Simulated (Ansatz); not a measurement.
Relaxation of a relaxed GeRh3 cell shaken by Gaussian noise of σ = 0.08 Å a coordinate; 8 atoms in the cell, which starts as P1 (No. 1), aP8; a = 4.417 Å, b = 4.586 Å, c = 5.462 Å, α = 90.00°, β = 90.00°, γ = 90.00°. Method: r2SCAN (plane waves to 500 eV, PAW, scalar-relativistic; Ansatz, a quantum-chemistry and plane-wave program). Γ-centred k-mesh 5×4×5 on the run's cell (coarser than for final values), Fermi–Dirac smearing 0.05 eV. This is the first round of the run. 

The optimiser's lines from the output (shortened; P is positive under compression):

```
relax step   1: F+E_penalty+E_count = -47098.73175078 eV  Δ(F+E_penalty+E_count) = +0.000e0 eV  max|allowed force component| = 1.567e0 eV/Å  Δτ_max = 0.0000 Å  P = +2.847 GPa  Ω = 110.643 Å³  (11 SCF iters, dr2 threshold 1.00e-7 eV, accepted)
relax step   2: F+E_penalty+E_count = -47099.07869495 eV  Δ(F+E_penalty+E_count) = -3.469e-1 eV  max|allowed force component| = 4.591e-1 eV/Å  Δτ_max = 0.1190 Å  P = +1.135 GPa  Ω = 110.421 Å³  (11 SCF iters, dr2 threshold 8.00e-7 eV, accepted)
relax step   3: F+E_penalty+E_count = -47099.19440809 eV  Δ(F+E_penalty+E_count) = -1.157e-1 eV  max|allowed force component| = 3.435e-1 eV/Å  Δτ_max = 0.0780 Å  P = -0.273 GPa  Ω = 110.877 Å³  (10 SCF iters, dr2 threshold 8.00e-7 eV, accepted)
relax step   4: F+E_penalty+E_count = -47099.28756046 eV  Δ(F+E_penalty+E_count) = -9.315e-2 eV  max|allowed force component| = 2.924e-1 eV/Å  Δτ_max = 0.0539 Å  P = +1.004 GPa  Ω = 110.313 Å³  (10 SCF iters, dr2 threshold 8.00e-7 eV, accepted)
relax step   5: F+E_penalty+E_count = -47099.33298856 eV  Δ(F+E_penalty+E_count) = -4.543e-2 eV  max|allowed force component| = 1.019e0 eV/Å  Δτ_max = 0.1522 Å  P = +3.454 GPa  Ω = 109.940 Å³  (11 SCF iters, dr2 threshold 8.00e-7 eV, accepted)
relax step   6: F+E_penalty+E_count = -47099.47199628 eV  Δ(F+E_penalty+E_count) = -1.390e-1 eV  max|allowed force component| = 8.568e-2 eV/Å  Δτ_max = 0.1138 Å  P = -1.632 GPa  Ω = 111.796 Å³  (10 SCF iters, dr2 threshold 8.00e-7 eV, accepted)
relax step   7: F+E_penalty+E_count = -47099.48074382 eV  Δ(F+E_penalty+E_count) = -8.748e-3 eV  max|allowed force component| = 9.786e-3 eV/Å  Δτ_max = 0.0185 Å  P = -0.081 GPa  Ω = 110.999 Å³  (8 SCF iters, dr2 threshold 8.00e-7 eV, accepted)
relax step   8: F+E_penalty+E_count = -47099.48089850 eV  Δ(F+E_penalty+E_count) = -1.547e-4 eV  max|allowed force component| = 2.736e-3 eV/Å  Δτ_max = 0.0029 Å  P = +0.007 GPa  Ω = 110.955 Å³  (7 SCF iters, dr2 threshold 1.17e-7 eV, accepted)
relax step   9: F+E_penalty+E_count = -47099.48090460 eV  Δ(F+E_penalty+E_count) = -6.097e-6 eV  max|allowed force component| = 3.741e-4 eV/Å  Δτ_max = 0.0015 Å  P = +0.001 GPa  Ω = 110.957 Å³  (10 SCF iters, dr2 threshold 1.32e-9 eV, accepted)
relax step  10: F+E_penalty+E_count = -47099.48344732 eV  Δ(F+E_penalty+E_count) = -2.543e-3 eV  max|allowed force component| = 1.294e-4 eV/Å  Δτ_max = 0.0000 Å  P = +0.013 GPa  Ω = 110.957 Å³  stress off target by 4.49e-2 GPa  SCF on the basis re-selected at this cell (its energy is not comparable with the rows above)  (11 SCF iters)
relax step  11: F+E_penalty+E_count = -47099.48345498 eV  Δ(F+E_penalty+E_count) = -7.662e-6 eV  max|allowed force component| = 2.893e-4 eV/Å  Δτ_max = 0.0007 Å  P = -0.001 GPa  Ω = 110.965 Å³  (7 SCF iters, dr2 threshold 5.04e-9 eV, accepted)
relax step  12: F+E_penalty+E_count = -47099.48345957 eV  Δ(F+E_penalty+E_count) = -4.585e-6 eV  max|allowed force component| = 2.921e-4 eV/Å  Δτ_max = 0.0000 Å  P = -0.001 GPa  Ω = 110.965 Å³  stress off target by 2.39e-3 GPa  SCF on the basis re-selected at this cell (its energy is not comparable with the rows above)  (7 SCF iters)
```

From the first to the last row the energy changes by -0.09 eV/atom and the volume by +0.3 %. The last row is marked as not comparable with the walk above it, whose basis was carried along; it does compare with step 1, since both stand on a basis selected at the nominal cutoff for their own cell.

Later rounds, restarted from the end of this one on a renewed k-mesh, logged 5 more steps and released under 0.01 eV/atom more. The final structure after all rounds: Cmcm (No. 63), oS16; a = 7.0450 Å, b = 5.7180 Å, c = 5.5088 Å, α = β = γ = 90.00°. Between re-selections the logged energies stand on a plane-wave basis carried along with the cell. No spin polarisation in the result.

The relaxed structure here is a generated cell of GeRh3: the first start was made by placing the elements on the sites of a structure type, and the end was not matched to a known phase here, so it may be hypothetical.
